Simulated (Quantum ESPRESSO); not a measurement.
## Kohn-Sham bands of Sb (P2₁/m, model phase)

```yaml
crystal:
  lattice:
    - [3.12240, 0.00000, 0.00000]
    - [0.00000, 4.34752, 0.00000]
    - [-0.03892, 0.00000, 4.40585]
  atoms:
    - { symbol: Sb, position: [0.98861, 0.75000, 0.75883] }
    - { symbol: Sb, position: [0.01139, 0.25000, 0.24117] }
```

Materials Project entry mp-1179605; symmetrised, unrelaxed at this level. This isn't the element's usual structure (rhombohedral); take it as a model of another phase. Computed values, not measurements, from PBEsol: Quantum ESPRESSO (norm-conserving PseudoDojo potentials, cutoff 64 Ry, no spin polarisation, no spin-orbit coupling) on a Γ-centred 10×8×8 mesh, then Wannier90. Density: 10×8×8 mesh, cold smearing 0.01 Ry. Spin-orbit coupling is left out although heavy elements are present.

Q: List the Kohn-Sham levels between −8 and 3.0 eV relative to the Fermi level at the high-symmetry points, as a band run of pw.x on that density gives them (levels within 2 meV counted together).

A: 
| point | k (reciprocal lattice) | levels (eV) |
|---|---|---|
| Γ | 0.000 0.000 0.000 | -7.30, -3.54, -3.41, 2.12 |
| Z | 0.000 0.500 0.000 | -1.40 (×2), -0.84 (×2) |
| D | 0.000 0.500 0.500 | -5.54 (×2) |
| B | 0.000 0.000 0.500 | -1.49, -0.97, -0.87, -0.71 |
| A | -0.500 0.000 0.500 | -7.99, -4.05, -3.74, 0.40, 0.98, 1.53, 1.63 |
| E | -0.500 0.500 0.500 | -7.44 (×2), -3.55 (×2), -3.43 (×2), 2.16 (×2) |
| C_2 | -0.500 0.500 0.000 | -3.87 (×2), 0.55 (×2), 1.51 (×2) |
| Y_2 | -0.500 0.000 0.000 | -5.55, -4.55, -1.69, -1.55, -1.47 |
